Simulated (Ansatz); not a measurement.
Sn: energy along a strain

Sn, I4/mmm, a = 3.182 Å, c = 5.831 Å (as given, not relaxed at this level: -4.1 GPa). This isn't the element's structure at ambient conditions. Ansatz: PBEsol, PAW, 420 eV, Γ-centred 20×20×20 mesh on 1 atom, Gaussian smearing 0.15 eV; no spin polarisation. Cell vectors (Å): -1.591 1.591 2.916; 1.591 -1.591 2.916; 1.591 1.591 -2.916. The cell is strained by x per cent times the pattern (0 0 1 0 0 0) in the order xx yy zz yz xz xy (engineering shears), with fractional coordinates held. y is the free energy over the start, V0 = 29.512 Å³/atom.

| x (%) | y (meV/atom) |
| --- | --- |
| -4.00 | -36.39 |
| -3.00 | -28.28 |
| -2.00 | -19.54 |
| -1.00 | -10.11 |
| 0.00 | 0.00 |
| 1.00 | 10.78 |
| 2.00 | 22.12 |
| 3.00 | ? |
| 3.50 | 39.95 |
| 4.00 | 46.06 |

Task: Fit y = c1 x + c2 x² + c3 x³ to the other rows, get the stiffness along the pattern, and predict the missing energy.

Result: Least squares on the rows shown. y = 10.442 x + 0.30527 x² − 0.0085125 x³. The clamped-ion stiffness p·C·p = 2 × 3.053 eV × 160.2 / 29.512 Å³ = 33 GPa, which is C33 in these axes (second derivative at the start, which stands under stress). With a term in x⁴ added, the coefficient of x² becomes 0.3287, 8 % more, which shows how far this figure hangs on the form. At x = 3.00 the fit asked for gives 33.84 meV/atom. The run gave 33.92 meV/atom, so the fit is 0.08 meV/atom too low, within twice the rms miss on the fitted rows (0.05 meV/atom).